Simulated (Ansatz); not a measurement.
input.yaml

```yaml
crystal:
  lattice:
    - [7.1747300943, 0.0, 0.0]
    - [0.0, 6.3274197401, 0.0]
    - [0.0, 0.0, 22.7432884601]
  atoms:
    - { symbol: Cl, position: [0.5, 1.1962100757, 0.6230934573], spin: 1.0 }
basis:
  ecutwfc: 420
kpoints:
  mp_grid: { grid: [2, 3, 1] }
hamiltonian:
  xc: pbe
  dispersion: d3bj
scf:
  occupations: { method: gaussian, width: 0.05 }
output:
  forces: true
  eigenvalues: true
  populations: true
  write_density: true
  volumetric_format: npy
magnetization:
  spin_polarized: true
efield:
  axis: 3
  dipole_correction: true
  ramp_width: 0.04
```

Launched with
```bash
ansatz run input.yaml --threads 8 --pin off --max-ram 20480MiB --backend cpu --events-out ev --progress --plain --runs-dir out
```

Computed with DFT PBE+D3(BJ), scalar-relativistic, plane waves, PAW (Ansatz).

Part of what the program printed, abridged (final results; tables in files aren't shown):

```
SCF 1 converged in 24 iterations: F = -1078.016193 eV  dr2 = 1.23e-10
this state was not tested for a lower state beside it, because the mixer in use, unlike msr1, does not test its closes by its own steps (another_mixer; see scf.mixing.algorithm and scf.lower_state_search)
SCF converged after 24 iterations
an eigenvalue changed by more than its tolerance at an iteration that met the thresholds in force, so the SCF went on 1 time: the last check found none over its tolerance
Magnetization: 1.0000 μB (4.0000 up, 3.0000 down)
Absolute magnetization: 1.0656 μB (∫|ρ↑−ρ↓|, with the PAW one-centre terms)
Spin contamination: 0.0033 ħ² per cell (⟨S²⟩ above its minimum at these occupations)
Per-site moments (μB) at R_I (Å): [(0.99902956, 2.61006064)]
Free energy (F): -1078.016193 eV
Harris-Foulkes:  -1078.016193 eV  (|F-HF|=1.34e-9)
Internal energy: -1078.016193 eV  (E = F + TS)
E sigma→0 (E₀):  -1078.016193 eV
Fermi energy:    -7.747125 eV
Dipole field:    D =  0.000000 V/Å  (p =  0.000000 e·Å, saw-weighted, corrected)
Work function:   Φ+ = 7.9726 eV   Φ− = 7.9726 eV
Levels:          The Fermi level and band energies are counted from a zero that moves with the ramp; work functions are not
--- Per-component energies (eV) ---
  E_band       = -83.279393
  E_kinetic    = 157.981231
  E_local      = -809.996260  (includes V_loc(G=0)·N_el)
  E_nonlocal   = 28.705687
  E_hartree    = 327.712538
  E_xc         = -104.886980
  E_vxc        = -118.871451  (∫ρ·V_xc dr)
  E_paw        = -658.921368  (= ΣΔE_a)
  E_vpaw       = 3.476187  (= ΣTr[D̂ρ^β])
  E_aug_tail   = 0.000092  (compensation charges beyond the density's cutoff)
  E_efield     = 0.000000  (sawtooth field / dipole correction)
  E_vefield    = 0.000000  (∫n·V_field dr)
  E_ewald      = -18.609436
  E_disp       = -0.001698  (pairwise vdW)
  E_smearing   =  0.000000  (= −TS)
--- Forces (eV/Å), atoms counted from 1 ---
  atom   1  Cl     0.00000000     0.00000000    -0.00000007
--- Band table (eV; the first three rows and the last of 8) ---
  k-point 0 ↑: bands = ["-21.0098", "-9.8334", "-8.3454", "-8.3426", "-0.7665", "0.2407", "0.3258", "1.0590"]
  k-point 1 ↑: bands = ["-21.0097", "-9.8426", "-8.3440", "-8.3413", "-0.3011", "0.6311", "0.7459", "0.9693"]
  k-point 2 ↑: bands = ["-21.0098", "-9.8333", "-8.3472", "-8.3450", "-0.2241", "0.3369", "0.8772", "0.9938"]
  k-point 3 ↓: bands = ["-19.8497", "-7.9481", "-7.9456", "-7.5547", "0.5188", "0.7369", "1.2769", "1.3950"]
--- Löwdin populations: 1 site ---
  site symbol q [e]    m [muB]
     0     Cl      6.9965     0.9972
  spilling = 0.000507 (of n_electrons = 7.000000)
```

The run converged.

It took 5.4 s on 8 threads of Arm Neoverse V1, on a shared host, peak memory 1.1 GiB.